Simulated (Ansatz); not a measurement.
Given:

Ni$_{3}$Ge (Cu3Au type, Pm-3m), a = 3.5341 Å, b = 3.5341 Å, c = 3.5341 Å, α = 90.00°, β = 90.00°, γ = 90.00°.

This is the r²SCAN-relaxed structure.

Problem. All from DFT-r²SCAN in the program Ansatz with PAW potentials, unless another level is named. Predict the electronic character.

Solution. metallic (no gap).

Problem. What about the formation energy from the elements (no fitted shifts)?

Solution. -0.24 eV/atom.

Problem. Predict the density of states at the Fermi level.

Solution. 0.56 states/eV per atom (mean over ±0.08 eV).

The workflow started from a Materials Project entry (that database holds measured and hypothetical structures alike); the Crystallography Open Database copy checked does not list it. Whether it is the stable phase at ambient conditions was not checked. The cell was relaxed with r²SCAN under the symmetry of its start; whether a distortion lowers the energy is not shown. No spin polarisation was allowed. The references are the lowest solids computed at this level, not always the standard phases. Scalar-relativistic: spin–orbit coupling is off unless named, which matters more the heavier the elements.

Potentials: the earlier of the program's two PAW sets.
